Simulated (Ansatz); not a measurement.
Method: DFT PBE, scalar-relativistic, plane waves, PAW (Ansatz). All cells share a 420 eV cutoff and Γ-centred k meshes spaced about 0.3 Å⁻¹ or finer (0.25 for metals, 2π included). No spin polarisation.

Temperature and zero-point effects are left out.

Two forms of Ca5GeN2 were relaxed alike.

A.

```xyz
8
Lattice="-2.3931 2.3931 7.8212 2.3931 -2.3931 7.8212 2.3931 2.3931 -7.8212" Properties=species:S:1:pos:R:3 pbc="T T T"
Ca    0.0000    0.0000    7.8212
Ca    0.0000    2.3931    5.5979
Ca    2.3931    0.0000    5.5979
Ca    2.3931    0.0000    2.2233
Ca    0.0000    2.3931    2.2233
Ge    0.0000    0.0000    0.0000
N     0.0000    0.0000   10.2640
N     0.0000    0.0000    5.3784
```

B.

```xyz
8
Lattice="2.4549 -7.3332 0.0000 2.4549 7.3332 0.0000 0.0000 0.0000 4.8829" Properties=species:S:1:pos:R:3 pbc="T T T"
Ca    2.4549    2.4950    0.0000
Ca    2.4549   -2.4950    0.0000
Ca    2.4549    5.2931    2.4415
Ca    2.4549   -5.2931    2.4415
Ca    0.0000    0.0000    0.0000
Ge    2.4549    0.0000    2.4415
N     2.4549    4.9144    0.0000
N     2.4549   -4.9144    0.0000
```

Question: Which would you expect to be lower, and how large is the difference?

Answer: B is lower, by 147 meV/atom. A has space group I4/mmm (No. 139), 22.4 Å³/atom and a gap of 0.32 eV on its mesh; B has space group Cmmm (No. 65), 22.0 Å³/atom and no gap. Counting Ge or N atoms around Ca (for each partner element, those within 1.25 times its shortest distance or 1.15 times the sum of covalent radii, where it is the nearest in units of that sum or under 1.3; a plus sign parts groups by distance over the sum of covalent radii; a slash parts the counts of unlike sites), A has Ca 2+2/2+4 and B has Ca 4/3+2/2+4. In A, around Ca on a site of symmetry 4/mmm lie 2 N at 2.44 Å, 8 Ca at 3.27 Å and 4 Ge at 3.38 Å; Ge has 12 Ca at 3.27–3.38 Å; around N lie 5 Ca at 2.40–2.44 Å; 1 more site not described. In B, Ca on a site of symmetry m2m is surrounded by 3 N at 2.42–2.46 Å, 8 Ca at 3.39–3.50 Å and 2 Ge at 3.49 Å; around Ge lie 4 Ca at 3.19 Å and 8 Ca at 3.46–3.49 Å; N is surrounded by 6 Ca at 2.42–2.47 Å; 2 more sites not described. Both come from trial cells of a structure search.

Kohn–Sham gaps at this level usually fall short of measured ones. Small gaps are read on the mesh alone, and bands can cross between its points. With atoms moved at random, B came back. A had no clear such test and can be a saddle point.
